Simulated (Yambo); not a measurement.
G0W0@PBEsol for NbNO (space group P2_1/c, No. 14) in Yambo. Reference settings: 2×2×2 Γ-centred k mesh, bands 5 to 268 and a 8 Ry block in the screening, 268 bands in G with the Bruneval-Gonze terminator, plasmon pole fitted at 27.2 eV. The PBEsol gap Γ → (-0.5, 0, 0) on this mesh is 1.58 eV; G0W0 gaps are taken between the same points.

```csv
change from the reference,"G0W0 gap Γ → (-0.5, 0, 0) (eV)",shift of the valence edge (eV)
reference settings,2.21,0.05
pole fitted at 15 eV,2.22,0.12
"114 bands in G, no terminator",…,0.80
2 Ry block,2.58,0.14
no random integration,2.18,0.26
"180 bands in G, no terminator",2.22,0.45
no terminator,2.20,0.26
180 bands in G,2.22,0.06
```

### Question
Estimate the withheld gaps from the other rows; the computed values follow.

### Answer

- 114 bands in G, no terminator, G0W0 gap Γ → (-0.5, 0, 0) (eV): 2.29

The reference isn't shown to be the converged limit.

Spin-orbit coupling is not included.

Geometry of the Materials Project entry, not relaxed at this level; primitive cell a = 5.025 Å, b = 5.084 Å, c = 5.245 Å, α = γ = 90.00°, β = 99.62°.

A shift is the quasiparticle energy of the state minus its PBEsol energy.
